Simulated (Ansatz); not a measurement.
YIn2Ni in space group Cmcm (No. 63; Ni on 4c, Y on 4c, In on 8f) at seven volumes, plane-wave PAW r²SCAN (Ansatz code), shape and atoms relaxed at each. One row is withheld.

```tsv
V (Å³/atom)	P (GPa)
18.740	10.33
19.358	6.29
19.975	2.89
20.593	0.00
21.211	-2.44
21.829	-4.49
22.447	?
```

Task: Fit the shown pressures and predict the withheld one.

Result: P = (3/2)B₀(x^(7/2) − x^(5/2))[1 + (3/4)(B′ − 4)(x − 1)] with x = (V₀/V)^(2/3). Least squares on the six rows gives V₀ = 20.594 Å³/atom, B₀ = 88.2 GPa, B′ = 4.59. At V = 22.447, x = 0.9442 and P = -6.24 GPa. The run itself gave -6.22 GPa.

The workflow started from an entry of the Crystallography Open Database (COD). Whether it is the stable phase at ambient conditions was not checked. The cell was relaxed with r²SCAN under the symmetry of its start; whether a distortion lowers the energy is not shown. The workflow began spin-polarised and lost its moments.

Potentials: the later of the program's two PAW sets.
